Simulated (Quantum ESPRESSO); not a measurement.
```
KCl
1.0
    0.00000     3.14187     3.14187
    3.14187     0.00000     3.14187
    3.14187     3.14187     0.00000
K Cl
1 1
Direct
  0.00000   0.00000   0.00000
  0.50000   0.50000   0.50000
```
The cell comes from the Materials Project (a computed structure). It is KCl in Fm-3m. Stability against distortions was not tested.

With PBE (σ by GIPAW in a modified build of Quantum ESPRESSO; JTH PAW datasets, 25 Ha):

| quantity | PBE |
|---|---|
| σ_iso K (ppm) | 1148.6 |
| σ_iso Cl (ppm) | 902.6 |

Shieldings are absolute and leave out the bulk-susceptibility term; a larger σ means a smaller chemical shift. By our sweeps, such settings leave a few ppm in absolute σ. No d partial waves on Cl: the paramagnetic term there is incompletely reconstructed.

Task: What does the LDA, on its own JTH datasets and the same geometry, give?

Result: 
| quantity | LDA | LDA − PBE |
|---|---|---|
| σ_iso K (ppm) | 1121.4 | -27.2 |
| σ_iso Cl (ppm) | 859.5 | -43.2 |
